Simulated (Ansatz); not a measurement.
An Ansatz (a first-principles code) run. Input:

Ansatz 0.2 input:
```yaml
crystal:
  lattice:
    - [0.0, 2.8113103174, 2.8113103174]
    - [2.8113103174, 0.0, 2.8113103174]
    - [2.8113103174, 2.8113103174, 0.0]
  atoms:
    - { symbol: Ge, position: [0.0, 0.0, 0.0] }
    - { symbol: Se, position: [0.5, 0.5, 0.5] }
kpoints:
  mp_grid: { grid: [6, 6, 6] }
hamiltonian:
  xc: hse06
  pseudopotentials: { azcp: { folder: ./paw }, kind: paw }
scf:
  occupations: { method: fixed }
checkpoint: { read: static.run }
output: { bader: true, populations: true }
```

Output (shortened):

```
WARN checkpoint.read: basis.xc_grid differs: saved 2, current 1 (points along each axis for each point of the dense box …
WARN checkpoint.read: where the exact-exchange loop starts from the saved orbitals it accepts no state on its first cycle, because this run solves another …
Pseudopotential: Ge, paw, valence charge 14
Pseudopotential: Se, paw, valence charge 16
Functional definition: HSE06
davidson cushion auto → on  (no smearing: the cushion is to keep the highest requested band from converging to the state above it …
Crystal: 2 atoms, lattice volume = 44.438 Å³
Basis set: ecut = 420 eV, 893 PW (Γ)
Bands: 19, of which v1, the nominal top of the filled ones, is band 15 counted from 1 (14 counted from 0)
Symmetry: 48 space group operations
Space group: Fm-3m (ITA 225), of the structure as read, at distance tolerance 3.5e-5 Å
k-points: 16 of 216
Exchange kernel: α = 0.2500, screened, ω = 0.2079 Å⁻¹, Wigner–Seitz truncation, v(0) = 1046.6063 eV·Å³, q-mesh 6×6×6, nearest image of the exchange supercell L …
Frozen-core exchange: fock
iter 1 solved again at ethr=1.24e-9 eV; its pass at ethr=1.00e-1 eV (dr2=3.73e-7 eV) is discarded
SCF iter   1: F=—  HF=-9766.667496 eV  |F-HF|=—  |Δ(HF+E_count)|=         —  Δρ=2.37e-5  dr2=5.13e-7  ethr=1.24e-9  ⟨swp⟩=3.1  Hψ=1196  notcnv=0
preconditioner: auto → none
iter 2 solved again at ethr=5.45e-11 eV; its pass at ethr=1.24e-9 eV (dr2=1.63e-8 eV) is discarded
SCF iter   2: F=-9766.667496 eV  HF=-9766.667496 eV  |F-HF|=2.05e-8  |Δ(HF+E_count)|=   1.51e-7  Δρ=5.11e-6  dr2=6.31e-8  ethr=5.45e-11  ⟨swp⟩=2.6  Hψ=1482  notcnv=0
SCF 1 converged in 2 iterations: F = -9766.667496 eV  dr2 = 6.31e-8
hybrid outer 1: dexx = +3.345e-8 eV, tail = 1.05e-6 eV
Crystal: 2 atoms, lattice volume = 44.438 Å³
Exchange kernel: α = 0.2500, screened, ω = 0.2079 Å⁻¹, Wigner–Seitz truncation, v(0) = 1046.6063 eV·Å³, q-mesh 6×6×6, nearest image of the exchange supercell L …
Frozen-core exchange: fock
SCF iter   1: F=—  HF=-9766.667502 eV  |F-HF|=—  |Δ(HF+E_count)|=         —  Δρ=2.35e-5  dr2=4.89e-7  ethr=1.75e-8  ⟨swp⟩=2.0  Hψ=672  notcnv=0
preconditioner: auto → none
iter 2 solved again at ethr=6.33e-11 eV; its pass at ethr=1.62e-9 eV (dr2=1.90e-8 eV) is discarded
SCF iter   2: F=-9766.667502 eV  HF=-9766.667502 eV  |F-HF|=2.55e-8  |Δ(HF+E_count)|=   1.63e-7  Δρ=4.49e-6  dr2=2.37e-8  ethr=6.33e-11  ⟨swp⟩=3.4  Hψ=1504  notcnv=0
SCF 2 converged in 2 iterations: F = -9766.667502 eV  dr2 = 2.37e-8
hybrid outer 2: dexx = +1.793e-8 eV, tail = 6.55e-8 eV, Δε = 2.25e-3 eV (about 1.82e-3 eV left of the loop's levels)
hybrid SCF converged: 2 outer / 4 inner (+0 warm-up), last move |dexx| = 1.79e-8 eV, tail = 6.55e-8 eV
Stability not checked (fock_operator)
Free energy (F): -9766.667502 eV
Frozen-core exchange: fock
Harris-Foulkes:  -9766.667502 eV  (|F-HF|=2.55e-8)
Internal energy: -9766.667502 eV  (E = F + TS)
E sigma→0 (E₀):  -9766.667502 eV
Fermi energy:    9.441826 eV
--- Per-component energies (eV) ---
  E_band       = -599.733321
  E_kinetic    = 199.722556
  E_local      = -4550.677271  (includes V_loc(G=0)·N_el)
  E_nonlocal   = -145.796600
  E_hartree    = 2301.767619
  E_xc         = -127.338549
  E_vxc        = -125.550293  (∫ρ·V_xc dr)
  E_exx        = -122.239792  (= α·E_x^exact, valence–valence)
  E_paw        = -4041.848316  (= ΣΔE_a)
  E_vpaw       = -336.483850  (= ΣTr[D̂ρ^β])
  E_aug_tail   = -0.000338  (compensation charges beyond the density's cutoff)
  E_ewald      = -3278.820472
  E_core_change = -1.436339  (= ΣΔE_core)
  E_smearing   =  0.000000  (= −TS)
  E_closure    =  0.000000  (closes the sum)
  Σ components = -9766.667502   (vs F -9766.667502, Δ=0.00e0)
  [band-id]    e_kinetic+e_local+e_nonlocal+2·e_hartree+e_vxc+2·e_exx+e_vpaw+e_augmentation_tail = -599.730144   (vs E_band -599.733321, Δ=3.18e-3)
--- Band table (eV; the first three rows and the last of 16) ---
  k-point 0: bands = ["-42.8596", "-42.8596", "-42.8552", "-42.8552", "-42.8552", "-19.4038", "-19.4038", "-19.3932", "-19.3932", "-19.3932", "-7.2951", "3.3452", "6.5375", "6.5375", "6.5375", "14.0247", "14.0247"]
  k-point 1: bands = ["-42.8596", "-42.8596", "-42.8552", "-42.8552", "-42.8552", "-19.4045", "-19.4045", "-19.3929", "-19.3923", "-19.3923", "-6.9934", "1.9010", "6.5615", "6.5615", "7.4882", "12.6147", "12.6147"]
  k-point 2: bands = ["-42.8596", "-42.8596", "-42.8551", "-42.8551", "-42.8551", "-19.4059", "-19.4059", "-19.3925", "-19.3904", "-19.3904", "-6.2104", "-0.2737", "6.6796", "6.6796", "8.5601", "10.8714", "10.8888"]
  k-point 15: bands = ["-42.8597", "-42.8595", "-42.8552", "-42.8550", "-42.8548", "-19.4116", "-19.4031", "-19.3934", "-19.3891", "-19.3869", "-5.1856", "0.1918", "2.4918", "3.6671", "6.8683", "12.2360", "14.0769"]
  guard bands above this table: 2 of the run's 19 bands. The solve was not asked for them (output.publish_guard_bands: true or output.eigenvalues …
--- Löwdin populations: 2 sites ---
  site symbol       q [e]
     0     Ge     13.7577
     1     Se     16.1714
  spilling = 0.002361 (of n_electrons = 30.000000)
--- Bader charges: 2 sites ---
  site symbol  charge [e]  shift [e]
     0     Ge      0.7854     0.0000
     1     Se     -0.7854     0.0000
  shift: an alarm, by how much a part of what the PAW files miss would move the charge. Where it is large, compare
  with a run on PAW files of another source; a small one proves nothing
  estimated error of the sums over rays = 3.0e-4 e
```

Cost: about 26 core-seconds (a rough figure) on shared cores.

The workflow started from a Materials Project entry (that database holds measured and hypothetical structures alike); the Crystallography Open Database copy checked does not list it. It is not the phase usual at ambient conditions (space group No. 62). The cell was relaxed with HSE06 under the symmetry of its start; its stability against distortions is not shown here. Scalar-relativistic: spin–orbit coupling is off unless named, which matters more the heavier the elements.

Potentials: the earlier of the program's two PAW sets.

Ansatz is a plane-wave DFT program.
